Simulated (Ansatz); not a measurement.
AlCo in space group R-3m (No. 166; Al on 3b, Co on 3a), PBE in the plane-wave PAW code Ansatz, all energies at zero smearing, with the estimated change up to a 700 eV cutoff added, with one set of potentials and settings (totals compare only within such a set). Cell of 4 atoms (2 Al, 2 Co): -11328.287 eV.

```csv
element,reference phase,E (eV/atom)
Al,"Fm-3m, 1 atoms in the cell",-537.5049
Co,"P6_3/mmc, 2 atoms in the cell, spin-polarised",-5126.1559
```

Formation energy per atom, worked out: (-11328.287 − 2×(-537.5049) − 2×(-5126.1559))/4 = -0.241 eV/atom (-23 kJ per mol of atoms), at 0 K, without zero-point energy or fitted corrections.

A made-up cell: these elements were put on the sites of a structure type; neither database checked (COD, Materials Project) lists it. Its standing as an ambient phase is unchecked. Symmetry was held in the PBE relaxation, as lowered by the spin order; its stability against distortions is not shown here. Spin order of the final state: antiferromagnetic, chosen from 4 collinear starts compared on coarse meshes (ties went to the first, and starts can fall back to one state), not a proven ground state. The references are the lowest solids computed at this level, not always the standard phases.

Potentials: the later of the program's two PAW sets.
